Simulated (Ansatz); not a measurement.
Ti: stationary points along a deformation path

Theory: Ansatz 0.2.0, DFT LDA, scalar-relativistic, plane waves, PAW. Cutoff 420 eV, Γ-centred 22×22×22 k-points, Gaussian smearing of 0.15 eV. No spin polarisation. Energies are free energies at this smearing, counted from the undisturbed cell; pressure is positive in compression.

The undisturbed cell (as given, not relaxed at this level; it stands at -10.8 GPa; this bcc form isn't the usual structure):

```yaml
crystal:
  lattice:
    - [-1.64100, 1.64100, 1.64100]
    - [1.64100, -1.64100, 1.64100]
    - [1.64100, 1.64100, -1.64100]
  atoms:
    - { symbol: Ti, position: [0.00000, 0.00000, 0.00000] }
```

At fixed volume and fractional coordinates, lengths along (0.000, 0.000, 1.000) are scaled against those across it; ρ is that ratio over its starting value. V = 17.676 Å³/atom. Δσ is the stress along the axis less the mean stress across it (compression positive).

```
    ρ  ΔE (meV/atom)  Δσ (GPa) space group
0.650          162.0     17.13       I4/mmm
0.707           65.0     13.55       I4/mmm
0.780            0.3      4.87       I4/mmm
0.850          -15.8      0.31       I4/mmm
0.920           -7.4     -2.38       I4/mmm
0.960           -1.6     -1.15       I4/mmm
1.000            0.0      0.00        Im-3m
1.050           -1.7      0.89       I4/mmm
1.100           -6.0      1.68       I4/mmm
1.200          -21.4      2.95       I4/mmm
1.300          -38.1      2.39       I4/mmm
1.414          -46.1      0.00        Fm-3m
1.500          -42.1     -1.75       I4/mmm
```

**Question.** How does the stress give the slope of the energy, and where is the energy stationary?

**Answer.** Along the path d ln(length) is 2/3 d ln ρ on the axis and −1/3 d ln ρ across it, so dE/d ln ρ = −(2/3) V Δσ: the energy falls with ρ where Δσ is positive. Δσ vanishes or changes sign between ρ = 0.850 and 0.920, a minimum (near 0.86 by linear interpolation); at ρ = 1.000 (Im-3m), a maximum at 0.0 meV/atom; at ρ = 1.414 (Fm-3m), a minimum at -46.1 meV/atom. Pairs of stationary points between two samples would go unseen, and could change a minimum read from distant neighbours into a maximum. At ρ = 1.000, 1.414 the cell is cubic, where symmetry alone makes the stress isotropic and the slope zero.

**Question.** Which shear constant sets the curvature at ρ = 1?

**Answer.** For a cubic crystal E/V = (2/3) C (ln ρ)² with C = C′ = (C11 − C12)/2, so Δσ = −2C ln ρ. The parabola of Δσ against ln ρ through ρ = 0.960, 1 and 1.050 gives C ≈ -11.8 GPa with the ions clamped, rough because the steps are large. It is the stress–strain coefficient at this cell's pressure of -10.8 GPa, not the zero-pressure constant. It is negative, so the cubic cell is unstable to this shear.

**Question.** Integrate that slope from ρ = 1 to 0.850 by the trapezoid rule.

**Answer.** With V/N in Å³ and 1 eV/Å³ = 160.2 GPa the slopes at ρ = 1.000, 0.960, 0.920, 0.850 are 0, 84, 175, -23 meV/atom per unit of ln ρ. The steps add (-1.7) + (-5.5) + (-6.0) = -13.3 meV/atom, against -15.8 from the energies; the trapezoid rule misses the curvature of the slope within each step.

**Question.** Is the start the lowest point of the path?

**Answer.** No: ρ = 1.414 lies 46.1 meV/atom lower, with no sampled rise above the start on the way. Volume and inner coordinates are held, so a relaxed structure there would lie lower still.

In a metal these slopes depend on the k mesh and the smearing.

Cost: 13 runs of about 1.5 core-minutes in all, on Intel Xeon Platinum 8488C (Sapphire Rapids) (shared hosts).